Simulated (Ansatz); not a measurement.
Structure: an ordered 6-atom cell of AlB2P3 on the zincblende lattice (P3m1), at its r2SCAN minimum. The symmetry is P3m1 (No. 156, trigonal); conventional cell a = 3.408 Å, c = 8.615 Å, 14.45 Å³ an atom. B is surrounded by 4 P at 1.97–2.06 Å; B is surrounded by 4 P at 1.97–2.07 Å; Al is surrounded by 4 P at 2.23–2.37 Å; P is surrounded by 4 B at 1.97–2.06 Å; P is surrounded by 3 B at 2.07 Å and 1 Al at 2.37 Å; P is surrounded by 1 B at 1.97 Å and 3 Al at 2.23 Å.

```
B Al P
1.0
     3.40833    0.00000    0.00000
    -1.70416    2.95170    0.00000
     0.00000    0.00000    8.61511
B Al P
2 1 3
Cartesian
  0.0000 0.0000 -0.1223
  1.7042 0.9839 5.9074
  0.0000 1.9678 2.9035
  1.7042 0.9839 7.8736
  0.0000 1.9678 5.2782
  0.0000 0.0000 1.8511
```

The questions ask for values computed with Ansatz 0.2.0 on this geometry. Spin-unpolarised throughout. Whether this structure exists isn't addressed.

Given (12×12×4 mesh): r2SCAN gives an indirect gap of 0.51 eV, from Γ to k = (0, 0.477, 0.049); the least direct gap is 1.79 eV at A–L (0.50 of the way from A).

(1) How does the gap change from r2SCAN to HSE06 (6×6×2)?

(2) Estimate the gap with PBE0 on 6×6×2.

(3) Roughly how does the cost of the PBE0 run (6×6×2) compare with r2SCAN's (12×12×4)?

Results:

(1) The HSE06 gap is indirect, 0.91 eV (Γ to M), below the direct gap of 2.31 eV at A–L (0.50 of the way from A). The gap differs by +0.40 eV from r2SCAN's.

(2) PBE0 gives an indirect gap of 1.59 eV, from Γ to M; the least direct gap is 3.01 eV at A–L (0.50 of the way from A). The gap differs by +1.08 eV from r2SCAN's.

(3) About 4 times as much (2.2 core-minutes against 30 core-seconds, on 4 threads of Arm Neoverse V2, on a shared host).

Where an edge lies off the special points, it is a point of the mesh or the k point where a search put PBE's edge or least direct gap, reused for the other functionals, whose own edges may lie a little apart.

Coordinates of k points refer to the reciprocal vectors of the primitive cell of the runs.

The meshes of the hybrids are coarse, so their gaps aren't converged to the digits shown.

PBE's own run along the path (0.26 eV) came before the search for the edges and missed one, so it isn't listed.
